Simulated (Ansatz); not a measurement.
# AlIn$_{2}$N$_{3}$ under strain

The calculation used DFT PBE, scalar-relativistic, plane waves, PAW (Ansatz 0.2.0). Settings: 420 eV cutoff, 6×6×6 k-mesh, Gaussian smearing of 0.02 eV, no spin polarisation.

The relaxed crystal:

```
CELL_PARAMETERS angstrom
5.14533 -2.96138 0.00000
5.14533 2.96138 0.00000
0.00000 0.00000 5.50021
ATOMIC_POSITIONS crystal
Al 0.34114 0.65886 0.98922
Al 0.65886 0.34114 0.48922
In 0.98838 0.33541 0.98725
In 0.66459 0.01162 0.98725
In 0.01162 0.66459 0.48725
In 0.33541 0.98838 0.48725
N 0.96921 0.33293 0.38539
N 0.66707 0.03079 0.38539
N 0.03079 0.66707 0.88539
N 0.33293 0.96921 0.88539
N 0.36829 0.63171 0.33750
N 0.63171 0.36829 0.83750
```

Deformation: all cell vectors scaled alike, the atoms relaxed, all within the symmetry that the strain leaves. Energies are extrapolated to zero smearing. Stress is positive in compression, on the Cartesian axes of the cell above. Gaps are Kohn–Sham gaps over the whole zone.

```
strain (%)  ΔE (meV/atom) a (Å) b (Å) c (Å)  σxx (GPa)  σyy (GPa)  σzz (GPa) gap (eV)
      -3.0           56.4  5.759  5.759  5.335      16.37      16.20      15.64      1.26
      -1.5           13.4  5.848  5.848  5.418       7.36       7.27       7.01      1.07
      +0.0            0.0  5.937  5.937  5.500       0.01       0.01      -0.01      0.88
      +1.5           12.1  6.026  6.026  5.583      -5.92      -5.87      -5.67      0.70
      +3.0           45.9  6.115  6.115  5.665     -10.65     -10.56     -10.20      0.51
```